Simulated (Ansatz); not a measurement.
La₂WN₄ in space group I4/mmm (No. 139; W on 2a, La on 4e, N on 4c, N on 4e) at seven volumes, plane-wave PAW r²SCAN (Ansatz code), shape and atoms relaxed at each. One row is withheld.

```csv
V (Å³/atom),P (GPa)
13.116,23.60
13.548,?
13.980,6.64
14.413,0.01
14.845,-5.61
15.278,-10.34
15.710,-14.26
```

### Question
Fit the shown pressures and predict the withheld one.

### Answer
P = (3/2)B₀(x^(7/2) − x^(5/2))[1 + (3/4)(B′ − 4)(x − 1)] with x = (V₀/V)^(2/3). Least squares on the six rows gives V₀ = 14.413 Å³/atom, B₀ = 202 GPa, B′ = 4.56. At V = 13.548, x = 1.0421 and P = 14.40 GPa. The run itself gave 14.44 GPa.

The start of the workflow was typed in or built on a structure type; neither database checked (COD, Materials Project) lists it. Its standing as an ambient phase is unchecked. Symmetry was held in the r²SCAN relaxation; its stability against distortions is not shown here. The workflow began spin-polarised and lost its moments. The cell computed holds one magnetic atom, so no antiferromagnetic order was within reach. The volume moved by -15 % from the start of the relaxation. Spin–orbit coupling is left out wherever it is not named.

Potentials: the earlier of the program's two PAW sets.
